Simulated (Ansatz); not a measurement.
Below is a relaxed structure of Rb2MgAgC6N6. The cell was found from a structure generator's guess, not taken from experiment.

Level of theory: DFT PBE, scalar-relativistic, plane waves, PAW (Ansatz). Cutoff 420 eV, Γ-centred mesh, Gaussian smearing, collinear spin.

```xyz
16
Lattice="0.0000 5.6548 5.6548 5.6548 0.0000 5.6548 5.6548 5.6548 0.0000" Properties=species:S:1:pos:R:3 pbc="T T T"
Rb    2.8274    2.8274    2.8274
Rb    8.4822    8.4822    8.4822
Mg    5.6548    5.6548    5.6548
Ag    0.0000    0.0000    0.0000
C     2.3276    5.6548    5.6548
C     5.6548    2.3276    5.6548
C     5.6548    5.6548    2.3276
C     8.9820    5.6548    5.6548
C     5.6548    8.9820    5.6548
C     5.6548    5.6548    8.9820
N     3.4983    5.6548    5.6548
N     5.6548    3.4983    5.6548
N     5.6548    5.6548    3.4983
N     7.8114    5.6548    5.6548
N     5.6548    7.8114    5.6548
N     5.6548    5.6548    7.8114
```

Formation energies are uncorrected and refer to the elements' standard structures at the same level (N₂ as a molecule).

Question: What space group does it have?

Answer: Fm-3m (No. 225). Conventional cell: a = 11.310 Å. Rb has 12 C at 4.03 Å and 12 N at 4.05 Å; around Mg lie 6 N at 2.16 Å; Ag is surrounded by 6 C at 2.33 Å; around C lie 1 N at 1.17 Å, 1 Ag at 2.33 Å, 4 C at 3.29 Å, 1 Mg at 3.33 Å, 4 N at 3.96 Å, 4 Rb at 4.03 Å and 4 N at 4.20 Å; N has 1 C at 1.17 Å, 1 Mg at 2.16 Å, 4 N at 3.05 Å, 1 Ag at 3.50 Å, 4 C at 3.96 Å, 4 Rb at 4.05 Å and 4 C at 4.20 Å.

Question: How far does it lie from the elements in energy?

Answer: +0.11 eV/atom. A positive value: parting into the elements would lower its energy.

Question: Is it a metal?

Answer: Yes, bands cross the Fermi level on the 6×6×6 mesh.

Question: Which magnetic moments does it keep?

Answer: 0.06 μB per atom net, the space between the atoms included; by site: Ag 0.4 μB.

Question: From what recipe could a structure generator have reached it?

Answer: One such recipe: cyanide-bridged rock-salt net of two metals, 2 guest cations a cell (Fm-3m, No. 225). Other recipes can lead to the same cell.

The last run used collinear spin, a 6×6×6 mesh for its 16-atom cell and Gaussian smearing of 0.10 eV. The reference form of C is held partly by dispersion forces, which this level lacks. Another magnetic order may lie lower. Symmetry constrained the relaxation, so the result can be a saddle point.
